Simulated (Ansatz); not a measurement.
Question: Name crystals whose computed values (the program Ansatz at the r²SCAN level (PAW)) fall in these windows: HSE06 gap (eV) 5.6 to 6.8; electron conductivity mass (mₑ) 1.4 to 1.9; gap (eV) 4.1 to 5.4.

Answer: 

```csv
crystal,HSE06 gap (eV),electron conductivity mass (mₑ),gap (eV)
"ScOF, P4/nmm (Sc on 2c, O on 2b, F on 2a)",6.29,1.6,4.92
```
Others may fit too.

Standing as an ambient phase not checked: ScOF, P4/nmm (Sc on 2c, O on 2b, F on 2a). The cell was relaxed under the symmetry of its start. Rows with no word on spin ran without spin polarisation.

Potentials: the later of the program's two PAW sets.
